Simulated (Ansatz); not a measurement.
A geometry of Cu away from equilibrium: step 3 of the relaxation of a relaxed Cu cell displaced along its unstable phonon at q = (½, ½, 0) of its primitive reciprocal cell (98i cm⁻¹), largest move 0.15 Å. These are PBEsol (plane waves to 420 eV, PAW, scalar-relativistic; Ansatz, an electronic-structure program) values and carry that method's errors. Γ-centred k-mesh 11×11×11 on the run's cell (coarser than for final values), Fermi–Dirac smearing 0.05 eV. The plane waves were selected for a different cell earlier on the path.

```yaml
crystal:
  lattice:
    - [0.03429, 5.13708, 5.09194]
    - [2.58568, 2.58568, 5.09194]
    - [2.58568, 2.58568, 0.00000]
  atoms:
    - { symbol: Cu, position: [0.94886, 0.30433, 0.34477] }
    - { symbol: Cu, position: [0.55114, 0.20206, 0.14883] }
    - { symbol: Cu, position: [0.05114, 0.94567, 0.10117] }
    - { symbol: Cu, position: [0.44886, 0.04794, 0.90523] }
```

Q: What forces act on the atoms (eV/Å)?

A: 
```
atom     Fx     Fy     Fz
----  -----  -----  -----
Cu1    0.75   0.18   0.27
Cu2   -0.75  -0.18   0.27
Cu3    0.18   0.75  -0.27
Cu4   -0.18  -0.75  -0.27
```

The path ends in Fm-3m (No. 225) (fcc (Cu type)). No spin polarisation in the result.

The run could not lose the symmetry of its start.

Of the parent cell (Fd-3m (No. 227)): it is a generated cell of Cu: the first start was made by placing the elements on the sites of a structure type, and the end was not matched to a known phase here, so it may be hypothetical. Known forms of Cu include space group No. 225.
